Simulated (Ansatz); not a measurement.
Consider the following.

AlN:
```
CELL_PARAMETERS angstrom
      3.11818     0.00000     0.00000
     -1.55909     2.70042     0.00000
      0.00000     0.00000    15.19865
ATOMIC_POSITIONS crystal
  Al 0.00000 0.00000 0.99964
  Al 0.00000 0.00000 0.49964
  Al 0.66667 0.33333 0.83389
  Al 0.33333 0.66667 0.33389
  Al 0.66667 0.33333 0.16673
  Al 0.33333 0.66667 0.66673
  N  0.00000 0.00000 0.87450
  N  0.00000 0.00000 0.37450
  N  0.66667 0.33333 0.70803
  N  0.33333 0.66667 0.20803
  N  0.66667 0.33333 0.04091
  N  0.33333 0.66667 0.54091
```

This is the PBE-relaxed structure. x, y and z are the axes in which the lattice vectors are written.

**Question.** All from PBE (plane waves, PAW; program Ansatz), unless another level is named. Estimate the Poisson's ratio.

**Answer.** 0.24.

**Question.** And the elastic constants (relaxed ions, GPa)?

**Answer.** C11 = 368, C12 = 135, C13 = 80.6, C33 = 408, C44 = 105.

**Question.** And the zero-point energy?

**Answer.** 94.5 meV/atom.

**Question.** Predict the vibrational entropy at 300 K.

**Answer.** 10.6 J/(K·mol of atoms).

Space group P6_3mc. The cell is a constructed one: a structure type filled with these elements. Its sites differ from those of the usual phase in this space group: another stacking or structure type. The PBE relaxation kept the symmetry of its start; phonons on a q-mesh show no instability.

Potentials: the later of the program's two PAW sets.
